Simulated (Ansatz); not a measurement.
Method: Ansatz, DFT PBE, scalar-relativistic, plane waves, PAW. All cells share a 420 eV cutoff and Γ-centred k meshes spaced at most about 0.3 Å⁻¹ (about 0.25 or finer for metals, 2π included). No spin polarisation in the final relaxations.

All energies are static (0 K, no zero-point motion).

Two forms of AlBiO4 were relaxed alike.

A.

```xyz
6
Lattice="0.0000 3.3029 3.3029 3.3029 0.0000 3.3029 3.3029 3.3029 0.0000" Properties=species:S:1:pos:R:3 pbc="T T T"
Al    0.0000    0.0000    0.0000
Bi    4.9544    4.9544    4.9544
O     2.4516    2.4516    2.4516
O     2.4516    4.1543    4.1543
O     4.1543    4.1543    2.4516
O     4.1543    2.4516    4.1543
```

B.

```xyz
6
Lattice="3.6512 0.0000 0.0000 -1.8256 3.1620 0.0000 0.0000 0.0000 7.8345" Properties=species:S:1:pos:R:3 pbc="T T T"
Al    0.0000    0.0000    0.0000
Bi    0.0000    0.0000    3.9172
O     0.0000    0.0000    6.0181
O     0.0000    0.0000    1.8164
O     0.0000    2.1080    0.0000
O     1.8256    1.0540    0.0000
```

Problem. Which is lower in energy, and by how much?

Solution. B is lower, by 1.29 eV/atom. A has space group F-43m (No. 216), 12.0 Å³/atom and no gap on its mesh; B has space group P6/mmm (No. 191), 15.1 Å³/atom and no gap. Counting O atoms around Al and Bi (those within 1.25 times the shortest such distance or 1.15 times the sum of covalent radii; a plus sign parts nearer from farther groups; the shortest distance is added where it is long for a bond), A has Al 12 from 2.7 Å, Bi 12 from 2.7 Å and B has Al 2+6, Bi 2. The lower one is the more open, so pressure narrows the difference. In A, Al is surrounded by 12 O at 2.73 Å and 4 Bi at 2.86 Å; Bi has 12 O at 2.75 Å and 4 Al at 2.86 Å; O has 3 O at 2.26 Å, 3 O at 2.41 Å, 3 Al at 2.73 Å and 3 Bi at 2.75 Å. In B, around Al lie 2 O at 1.82 Å and 6 O at 2.11 Å; around Bi lie 2 O at 2.10 Å; O on a site of symmetry 6mm has 1 Al at 1.82 Å and 1 Bi at 2.10 Å; 1 more site not described. Both come from invented guesses. A third cell relaxed alike, in P-43m, lies 0.70 eV/atom below the lower of the two.

Spin–orbit coupling, which can matter for Bi, is left out. Cells relaxed within their symmetry can be saddle points.
